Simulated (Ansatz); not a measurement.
# Co2Si — field gradients at the nuclei

The cell is an entry of the Crystallography Open Database (COD), its atoms then relaxed with PBE in this cell.

Space group Pnma (No. 62); a = 4.9180, b = 3.7380, c = 7.1090 Å.

| site | Wyckoff | site symmetry | x | y | z |
| --- | --- | --- | --- | --- | --- |
| Co1 | 4c | .m. | 0.9647 | 0.7500 | 0.2169 |
| Co5 | 4c | .m. | 0.8263 | 0.7500 | 0.5638 |
| Si | 4c | .m. | 0.2953 | 0.7500 | 0.6067 |

One atom of each set is listed.

The numbers come from a DFT calculation in Ansatz (PBE, plane waves and PAW, scalar-relativistic, collinear spin, 420 eV cutoff, Γ-centred 9×12×6 k-points, Fermi–Dirac smearing 0.05 eV). Start moments as typed (μB): 3 on each Co, none on the rest.

Conventions: |V_zz| ≥ |V_yy| ≥ |V_xx|, η = (V_xx − V_yy)/V_zz, C_Q = eQV_zz/h. ν_Q = 3|C_Q|/[2I(2I − 1)].

⁵⁹Co: I = 7/2, Q = 420.0 mb. Quadrupole moments are those of Pyykkö's year-2017 table.

**Question.** Which values are expected at the nuclei?

**Answer.** 

| site | atoms | first shell | C_Q (MHz) | η | ν_Q (MHz) |
| --- | --- | --- | --- | --- | --- |
| Co1 | 4 | 5 Si at 2.34–2.59 Å, 8 Co at 2.50–2.67 Å | 12.7 | 0.01 | 0.906 |
| Co5 | 4 | 5 Si at 2.31–2.63 Å, 8 Co at 2.56–2.69 Å | 13.8 | 0.82 | 0.984 |

Si has no stable isotope with a ground-state quadrupole moment in the table, so these sites are left out.

At this cell the principal stresses reach 6 GPa in size with PBE, which can matter for small gradients. The run finds no gap above 0.1 eV (a metal, or nearly one), so the gradients can move by 10 % or more with the k-mesh. With these PAW files V_zz is typically within 2 to 3 % of all-electron values, but misses above 10 % occur on Co. The run lost most of its start moments on Co; a state with other moments may lie lower. The magnetic order is the one that the run reached from its start moments, not necessarily the measured one (the real compound may not order at all).
